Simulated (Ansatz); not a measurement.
The relaxed structure here is a generated cell of Cu2AgPS4: the first start was made by placing the elements on the sites of a structure type, and the end was not matched to a known phase here, so it may be hypothetical.

One stationary structure of Cu$_{2}$AgPS$_{4}$. Space group I-42m (No. 121), AFLOW prototype A2BC4D_tI16_121_d_a_i_b (H2_6, as in FeCu2SnS4). The numbers are results of r2SCAN (plane waves to 500 eV, PAW, scalar-relativistic; Ansatz, an electronic-structure program), not measurements.

```xyz
8
Lattice="-2.7509 2.7509 4.8682 2.7509 -2.7509 4.8682 2.7509 2.7509 -4.8682" Properties=species:S:1:pos:R:3 pbc="T T T"
Cu     2.7509     0.0000     2.4341
Cu     0.0000     2.7509     2.4341
Ag     0.0000     0.0000     0.0000
S      1.1773    -1.1773     6.1122
S      1.5736     1.5736    -1.2440
S      1.1773     1.1773     3.6242
S     -1.1773     1.1773     6.1122
P      0.0000     0.0000     4.8682
```

```json
{
 "volume_per_atom": "18.42 Å³",
 "band_gap": "1.63 eV, indirect (valence top at X, conduction bottom at Γ) (no spin-orbit coupling)",
 "smallest_direct_gap": "1.69 eV at Γ",
 "shortest_distances": "P–S 2.08 Å; Cu–S 2.30 Å; Ag–S 2.55 Å; S–S 3.33 Å",
 "k-mesh": "9×9×9"
}
```

Band energies at high-symmetry points (eV from the VBM; labels of this space group; no spin-orbit coupling), from −5 eV up to 5.3 eV:

| point | energies |
|---|---|
| Γ | -4.41 -4.40 -4.40 -3.62 -3.62 -3.32 -3.17 -2.77 -2.43 -2.43 -1.92 -1.81 -1.70 -1.70 -1.63 -1.58 -1.45 -0.10 -0.10 -0.06 1.63 2.03 3.49 3.49 3.59 4.06 5.09 |
| X | -4.86 -4.50 -4.45 -4.44 -4.28 -4.11 -4.04 -3.18 -3.12 -2.63 -2.42 -2.27 -1.99 -1.91 -1.64 -1.59 -1.54 -1.17 -0.87 -0.71 -0.22 0.00 1.80 2.58 2.62 3.78 4.78 5.04 |
| P | -4.87 -4.72 -4.72 -4.39 -4.28 -4.28 -4.27 -4.12 -3.12 -3.12 -2.48 -2.44 -2.44 -1.93 -1.93 -1.65 -1.65 -1.51 -1.28 -0.72 -0.50 -0.50 -0.21 1.86 2.46 3.41 3.41 4.94 4.94 |
| N | -4.93 -4.57 -4.56 -4.49 -4.05 -4.02 -3.99 -3.44 -3.26 -3.01 -2.89 -2.21 -1.95 -1.90 -1.80 -1.56 -1.41 -1.21 -1.18 -0.84 -0.46 -0.36 2.55 3.03 3.11 4.15 4.99 5.21 |
| M | -4.51 -4.51 -3.82 -3.82 -3.80 -3.73 -3.24 -2.35 -2.22 -2.13 -2.13 -1.92 -1.84 -1.56 -1.56 -1.25 -0.97 -0.94 -0.69 -0.69 2.36 2.86 2.86 3.44 3.69 4.36 |
| S | -4.85 -4.45 -4.28 -4.15 -4.01 -3.85 -3.55 -3.30 -2.93 -2.45 -2.12 -2.09 -1.85 -1.79 -1.52 -1.40 -1.24 -1.23 -1.20 -0.59 -0.06 2.27 2.91 3.13 4.11 4.65 5.03 |
| S0 | -4.85 -4.45 -4.28 -4.15 -4.01 -3.85 -3.55 -3.30 -2.93 -2.45 -2.12 -2.09 -1.85 -1.79 -1.52 -1.40 -1.24 -1.23 -1.20 -0.59 -0.06 2.27 2.91 3.13 4.11 4.65 5.03 |
| R | -4.78 -4.63 -4.51 -4.48 -4.13 -4.10 -4.04 -3.35 -3.19 -2.88 -2.24 -2.20 -1.98 -1.90 -1.84 -1.56 -1.56 -1.15 -0.91 -0.82 -0.30 -0.18 2.02 2.64 3.12 3.75 4.47 5.17 |

No spin polarisation in the result.

The run could not lose the symmetry of its start, so the end can be a saddle point.
